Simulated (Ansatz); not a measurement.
NaI (rock salt)

```
CELL_PARAMETERS angstrom
      0.00000     3.26452     3.26452
      3.26452     0.00000     3.26452
      3.26452     3.26452     0.00000
ATOMIC_POSITIONS crystal
  I  0.00000 0.00000 0.00000
  Na 0.50000 0.50000 0.50000
```

The slice is a {111} plane (indices of the conventional cell) through the point (0.000, 0.000, 0.000) (fractional), spanned by u = [100] and v = [-1 2 0] in vectors of this cell: u (4.62 Å) and v (8.00 Å, at 90° to u). It covers one period; positions are fractions (u, v).

The numbers are results of PBE (plane waves to 420 eV, PAW, scalar-relativistic; Ansatz, an electronic-structure program), not measurements. k mesh 9×9×9. Inside the PAW spheres the values are not all-electron values, and peaks at nuclei hang on which shells count as valence. NaI was relaxed with its symmetry unable to fall. Spin-orbit coupling is left out, though I is heavy.

Problem. Predict the map of the electrostatic potential energy of an electron, from the cell's mean on the slice.

Solution. 
```
|xxxx04899999840xxx|
|xxxx05899999850xxx|
|xxx0379999999730xx|
|x00268999999986200|
|235789999999998753|
|778999999999999987|
|999999999999999999|
|999999999999999999|
|999999999999999999|
|999999987778999999|
|999998753235789999|
|999986200x00268999|
|9999730xxxxx037999|
|999850xxxxxxx05899|
|999840xxxxxxx04899|
|999830xxxxxxx03899|
|999840xxxxxxx04899|
|999850xxxxxxx05899|
|9999730xxxxx037999|
|999986200x00268999|
|999998753235789999|
|999999987778999999|
|999999999999999999|
|999999999999999999|
|999999999999999999|
|778999999999999987|
|235789999999998753|
|x00268999999986200|
|xxx0379999999730xx|
|xxxx05899999850xxx|
|xxxx04899999840xxx|
|xxxx03899999830xxx|
```
Scale: ten equal steps from -4.00 (start of '0') to 4.10 (end of '9'), in the order '0123456789'. Values: electrostatic potential energy of an electron, from the cell's mean, in eV. The map has 18 points along u (one character each, u = 0 at the left) and 32 along v (v = 0 in the bottom row). Points within 1 Å of a nucleus are blanked (x), as the pseudised field means little there. Values under -4 eV are set to -4. The zero, the cell's mean, hangs on the PAW cores.
